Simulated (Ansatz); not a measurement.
Input and command of a plane-wave DFT calculation in Ansatz:

```yaml
crystal:
  lattice:
    - [4.53674, 0.0, 0.0]
    - [-2.26837, 3.9289320904, 0.0]
    - [0.0, 0.0, 5.19983]
  atoms:
    - { symbol: Bi, position: [0.3333333333, 0.6666666667, 0.25] }
    - { symbol: Bi, position: [0.6666666667, 0.3333333333, 0.75] }
basis:
  ecutwfc: 500
kpoints:
  mp_grid: { grid: [6, 6, 4] }
hamiltonian:
  xc: r2scan
scf:
  occupations: { method: gaussian, width: 0.1 }
output:
  forces: true
  stress: true
  eigenvalues: true
```

```bash
ansatz run input.yaml --threads 1 --pin off --max-ram 2560MiB --backend cpu --events-out ev --progress --plain --runs-dir out
```

Processor: Intel(R) Xeon(R) Platinum 8488C (Sapphire Rapids), 1 thread, on a host shared with other jobs.

Problem. How long does it run, and how much memory does it take?

Solution. About 3.8 s on 1 thread of Intel(R) Xeon(R) Platinum 8488C (Sapphire Rapids), with other jobs on the host, peak memory 0.6 GiB. It solves 19 bands at 21 k points (the mesh reduced by the symmetry that the task leaves, which can be less than the crystal's) with about 2377 plane waves, in 6 SCF iterations.
